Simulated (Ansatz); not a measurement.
Starting cell, GaP (zinc blende):

```
GaP
1.0
    0.00000     2.72569     2.72569
    2.72569     0.00000     2.72569
    2.72569     2.72569     0.00000
P Ga
1 1
Direct
  0.75000   0.75000   0.75000
  0.00000   0.00000   0.00000
```

Scan: atom 2 (Ga, nearest neighbour P at 2.361 Å; its periodic images, 3.9 Å or more away, move with it) is displaced along Cartesian [110], direction (0.707, 0.707, 0.000) in Cartesian axes, by s. The other atoms stay.

Method: r2SCAN (plane waves to 500 eV, PAW, scalar-relativistic; Ansatz, a first-principles code). k mesh 8×8×8 (Γ-centred), Fermi-Dirac smearing 0.05 eV. E stands for the smeared free energy. As the smearing reaches across the gap at some points, energies and forces of such displacements shift with the k mesh and the smearing. GaP was relaxed with its symmetry unable to fall. The zero of ΔE is the undisplaced structure. The last digit holds for this mesh only.

| s (Å) | ΔE (meV/cell) |
|---|---|
| -0.710 | 2861.5 |
| -0.568 | 1764.1 |
| -0.426 | 962.9 |
| -0.284 | 418.7 |
| -0.142 | 103.3 |
| 0.000 | 0.0 |
| 0.142 | 103.3 |
| 0.284 | 418.7 |
| 0.426 | 962.9 |
| 0.568 | 1764.1 |
| 0.710 | 2861.5 |

Q: What force constant k = d²E/ds² at s = 0 does the table give?

A: 10 eV/Å². It is the second difference of the nearest points, corrected with the next pair.

Q: With k = 10.20 eV/Å² from the forces, is the well harmonic out to s = 0.710 Å?

A: ½ks² = 2572 meV/cell against the computed 2862 meV/cell, so the well is stiffer than harmonic there.

(A displaced cell: forces are minus the slopes of the energy, force constants its curvatures, and phonons follow from these.)
